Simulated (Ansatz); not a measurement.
Given:

H$_{4}$BrN:
```yaml
crystal:
  lattice:
    - [4.00135, 0.00000, 0.00000]
    - [0.00000, 4.00135, 0.00000]
    - [0.00000, 0.00000, 4.00135]
  atoms:
    - { symbol: H, position: [0.14877, 0.14877, 0.85123] }
    - { symbol: H, position: [0.14877, 0.85123, 0.14877] }
    - { symbol: H, position: [0.85123, 0.85123, 0.85123] }
    - { symbol: H, position: [0.85123, 0.14877, 0.14877] }
    - { symbol: Br, position: [0.50000, 0.50000, 0.50000] }
    - { symbol: N, position: [0.00000, 0.00000, 0.00000] }
```

This is the r²SCAN+D4-relaxed structure. x, y and z are the axes in which the lattice vectors are written.

**Question.** All from the program Ansatz at the r²SCAN+D4 level (PAW), unless another level is named. Give the zero-point energy.

**Answer.** 233.8 meV/atom.

**Question.** What about the piezoelectric stress constants (proper, relaxed ions, C/m²)?

**Answer.** e14 = e25 = e36 = 0.06.

**Question.** Predict the elastic constants (relaxed ions, GPa).

**Answer.** C11 = 42.1, C12 = 13.1, C44 = 11.4.

**Question.** And the vibrational entropy at 300 K?

**Answer.** 15.9 J/(K·mol of atoms).

Space group P-43m. The workflow started from a Materials Project entry (that database holds measured and hypothetical structures alike); the Crystallography Open Database files this formula in space group No. 215, but the cells were not matched. Whether it is the stable phase at ambient conditions was not checked. The r²SCAN+D4 relaxation kept the symmetry of its start; phonons on a q-mesh show no instability.

Potentials: the later of the program's two PAW sets.
